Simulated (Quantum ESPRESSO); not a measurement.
```cif
data_As4Ga4
_chemical_formula_sum 'Ga4 As4'
_space_group_name_H-M_alt 'F-43m'
_space_group_IT_number 216
_space_group_name_Hall 'F -4 2 3'
_cell_length_a 5.66046
_cell_length_b 5.66046
_cell_length_c 5.66046
_cell_angle_alpha 90.000
_cell_angle_beta 90.000
_cell_angle_gamma 90.000
loop_
_atom_site_label
_atom_site_type_symbol
_atom_site_symmetry_multiplicity
_atom_site_Wyckoff_symbol
_atom_site_fract_x
_atom_site_fract_y
_atom_site_fract_z
_atom_site_occupancy
Ga1 Ga 4 a 0.00000 0.00000 0.00000 1
As1 As 4 c 0.25000 0.25000 0.25000 1
```
(The calculation used a cell of 2 atoms; values per cell refer to that cell.)

Cell and atoms were relaxed with PBEsol from Materials Project entry mp-2534, within its symmetry.

**Question.** What does norm-conserving PBE (Quantum ESPRESSO, 84 Ry, without SOC) give for the electronic structure near the Fermi level?

**Answer.** The PBE gap is direct, 0.49 eV at Γ. Spin-orbit splittings are left out.
